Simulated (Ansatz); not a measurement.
Space group P6_3/mmc (No. 194). a = 2.819 Å, b = 2.819 Å, c = 5.456 Å, α = 90.00°, β = 90.00°, γ = 120.00°
```json
{"atom": "Ti", "site": "2c", "symmetry": "-6m2", "x": "0.3333", "y": "0.6667", "z": "0.2500"}
{"atom": "O", "site": "2a", "symmetry": "-3m.", "x": "0.0000", "y": "0.0000", "z": "0.0000"}
```

Equation of state of this TiO structure (not necessarily the ground state), with shape and atoms relaxed at each volume where symmetry leaves them free. It has no gap at any of these volumes. All numbers below come from DFT PBEsol, scalar-relativistic, plane waves, PAW (Ansatz 0.2.0).

Plane waves to 420 eV, a k mesh through Γ of 18×18×8 on the computed 4-atom cell and Gaussian smearing (0.10 eV); no spin polarisation.

```
V (Å³/atom) E − E(largest V) (meV/atom) P (GPa)
      8.823                         5.73    17.90
      9.105                       -17.00     8.23
      9.386                       -24.03    -0.01
      9.668                       -17.71    -7.01
      9.949                         0.00   -12.98
```

Fit a third-order Birch–Murnaghan equation to E(V).

V0 = 9.39 Å³/atom, B0 = 253 GPa, B0' = 4.4.

Spin polarisation was left out, and a magnetic state may lie lower.

This form isn't the usual stable structure of the compound.

Cost: 5 runs of about 1 core-minutes in all, on Intel Xeon 6975P-C (Granite Rapids) (shared hosts).